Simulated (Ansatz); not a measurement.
The start is a generated cell, VPt2 built in the AFLOW prototype A2B_oF24_70_e_a (C54, as in TiSi2). A full variable-cell relaxation at zero pressure is run with PBE (plane waves to 420 eV, PAW, scalar-relativistic; Ansatz, a first-principles code). The first steps use a coarse 9×9×9 k-mesh.

Starting cell:
```
CELL_PARAMETERS angstrom
      0.00000     4.16350     4.30622
      2.41739     0.00000     4.30622
      2.41739     4.16350     0.00000
ATOMIC_POSITIONS crystal
  Pt 0.66350 0.33650 0.66350
  Pt 0.33650 0.66350 0.33650
  Pt 0.58650 0.91350 0.58650
  Pt 0.91350 0.58650 0.91350
  V  0.00000 0.00000 0.00000
  V  0.25000 0.25000 0.25000
```
Spin-polarised start, with parallel moments on V.

Question: What pressure does the first self-consistent step give?

Answer: +13.1 GPa (positive: the cell is compressed).

Question: How much energy is released per atom?

Answer: 0.09 eV/atom.

Question: How do the shortest distances between atoms change?

Answer: The closest pairs of elements (up to four, under 3.6 Å), start → end: Pt–Pt 2.55 → 2.67 Å; Pt–V 2.57 → 2.68 Å; V–V 3.23 → 3.31 Å.

Question: What does it relax into? Give the structure.

Answer: 
```cif
data_Pt16V8
_chemical_formula_sum 'Pt16 V8'
_space_group_name_H-M_alt 'Fddd :1'
_space_group_IT_number 70
_space_group_name_Hall 'F 2 2 -1d'
_cell_length_a 4.76842
_cell_length_b 8.25485
_cell_length_c 9.17748
_cell_angle_alpha 90.000
_cell_angle_beta 90.000
_cell_angle_gamma 90.000
loop_
_atom_site_label
_atom_site_type_symbol
_atom_site_symmetry_multiplicity
_atom_site_Wyckoff_symbol
_atom_site_fract_x
_atom_site_fract_y
_atom_site_fract_z
_atom_site_occupancy
Pt1 Pt 16 f 0.00000 0.33401 0.00000 1
V1 V 8 a 0.00000 0.00000 0.00000 1
```
(The calculation used a cell of 6 atoms; values per cell refer to that cell.)

The space group stays Fddd (No. 70) (the run could not lower it); the end is AFLOW prototype A2B_oF24_70_e_a (C54, as in TiSi2), with 6 atoms in the primitive magnetic cell. Final values are on a 12×12×12 k-mesh of the relaxed cell. Spin state reached: ferromagnetic (net 0.29 μB/atom), from parallel starting moments; other spin orders were not run from this start.

The run could not lose the symmetry of its start: the end is stationary, and may be a saddle point rather than a minimum.

The relaxed structure here is a generated cell of VPt2: the first start was made by placing the elements on the sites of a structure type, and the end was not matched to a known phase here, so it may be hypothetical.
